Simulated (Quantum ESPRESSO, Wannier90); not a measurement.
InSb (zinc blende): Wannier90 run

```
begin unit_cell_cart
ang
    0.0000000000    3.3166100000    3.3166100000
    3.3166100000    0.0000000000    3.3166100000
    3.3166100000    3.3166100000    0.0000000000
end unit_cell_cart
begin atoms_frac
In   0.0000000000  0.0000000000  0.0000000000
Sb  -0.2500000000 -0.2500000000 -0.2500000000
end atoms_frac
```

Structure: Materials Project mp-20012, symmetrised, not relaxed again. COD (Crystallography Open Database) has an entry of this formula and space group (matched by these alone). Level: PBEsol, no spin polarisation, no spin-orbit coupling; pw.x of Quantum ESPRESSO at 64 Ry with PseudoDojo potentials, 8×8×8 k-points, Wannier90. Density: 8×8×8 mesh, Gaussian smearing 0.01 Ry. Spin-orbit coupling is left out although heavy elements are present.

A tight-binding model is made by disentanglement and projection with no localisation steps (num_iter = 0), so the 8 orbitals stay atom-like: hydrogen-like In: s;p; Sb: s;p, axes along x, y, z; frozen window up to 1.50 eV relative to the Fermi level. It follows pw.x to 4.3 meV rms for states up to 1.0 eV relative to the Fermi level. Matrix elements depend on this choice of orbitals and windows.

Problem. What are the on-site energies relative to the Fermi level, and how fast do the hoppings decay?

Solution. 
| atom | orbitals | energy (eV) |
|---|---|---|
| In1 | s | -3.01 |
| In1 | pz px py | 2.67 |
| Sb2 | s | -7.24 |
| Sb2 | pz px py | 0.58 |

```csv
distance of the centres (Å),largest modulus (eV)
2–3,1.1
4–5,0.31
5–6,0.034
6–7,0.022
7–8,0.057
8–9,0.014
9–10,0.013
10–11,0.0051
11–12,0.0054
12–13,0.0029
```
